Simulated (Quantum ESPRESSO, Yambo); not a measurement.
**CaHCl: DFT and GW levels**

```xyz
6
Lattice="3.8167 0.0000 0.0000 0.0000 3.8167 0.0000 0.0000 0.0000 6.9028" Properties=species:S:1:pos:R:3 pbc="T T T"
H      1.9083     1.9083     0.0000
H      0.0000     0.0000     0.0000
Cl     1.9083     0.0000     4.5064
Cl     0.0000     1.9083     2.3964
Ca     0.0000     1.9083     5.5769
Ca     1.9083     0.0000     1.3259
```

The geometry is that of Materials Project entry mp-23859, symmetrised and not relaxed again.

Starting point: PBEsol (Quantum ESPRESSO, PseudoDojo norm-conserving, 72 Ry, without SOC). G0W0 in Yambo: 4×4×2 Γ-centred k mesh, 185 bands and a 8 Ry block in the screening, 185 bands in G with the Bruneval-Gonze terminator, plasmon pole fitted at 27.2 eV.

| Item | Result |
|---|---|
| PBEsol gap along the band path | 3.63 eV |
| PBEsol gap between the mesh's edge points (Z → Z) | 3.63 eV |
| G0W0 gap between the same points | 6.05 eV |

```
k point  band  E PBEsol (eV)  E QP (eV)  shift (eV)     Z
-------  ----  -------------  ---------  ----------  ----
Γ          VB          -0.03      -1.16       -1.13  0.81
Γ          CB           3.99       5.41        1.41  0.83
Z          VB           0.00      -1.14       -1.14  0.81
Z          CB           3.63       4.90        1.27  0.83
X          VB          -0.40      -1.82       -1.42  0.80
X          CB           4.69       6.14        1.45  0.83
R          VB          -0.84      -2.29       -1.45  0.80
R          CB           5.00       6.49        1.50  0.83
M          VB          -0.99      -2.42       -1.43  0.80
M          CB           4.14       5.19        1.06  0.83
A          VB          -0.84      -2.24       -1.40  0.80
A          CB           5.16       6.33        1.17  0.83
```

Energies count from the PBEsol valence-band maximum.

Nearest settings tried, and what they do to the gap: 84 bands in W: -10 meV; 3 Ry block (59 vectors against 279): -197 meV. Not varied: bands in G, mesh. So the settings aren't converged at that level.
